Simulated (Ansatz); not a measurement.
Consider the following.

AlNi:
```cif
data_AlNi
_chemical_formula_sum 'Al1 Ni1'
_space_group_name_H-M_alt 'Pm-3m'
_space_group_IT_number 221
_space_group_name_Hall '-P 4 2 3'
_cell_length_a 2.86237
_cell_length_b 2.86237
_cell_length_c 2.86237
_cell_angle_alpha 90.000
_cell_angle_beta 90.000
_cell_angle_gamma 90.000
loop_
_atom_site_label
_atom_site_type_symbol
_atom_site_symmetry_multiplicity
_atom_site_Wyckoff_symbol
_atom_site_fract_x
_atom_site_fract_y
_atom_site_fract_z
_atom_site_occupancy
Al1 Al 1 a 0.00000 0.00000 0.00000 1
Ni1 Ni 1 b 0.50000 0.50000 0.50000 1
```

This is the PBEsol-relaxed structure.

### Question
All from PBEsol (plane waves, PAW; program Ansatz), unless another level is named. Predict the formation energy from the elements (no fitted shifts).

### Answer
-0.67 eV/atom.

### Question
Next, the density of states at the Fermi level?

### Answer
0.41 states/eV per atom (mean over ±0.08 eV).

The PBEsol relaxation kept the symmetry of its start. The workflow began spin-polarised and lost its moments. The references are the lowest solids computed at this level, not always the standard phases.

Potentials: the later of the program's two PAW sets.
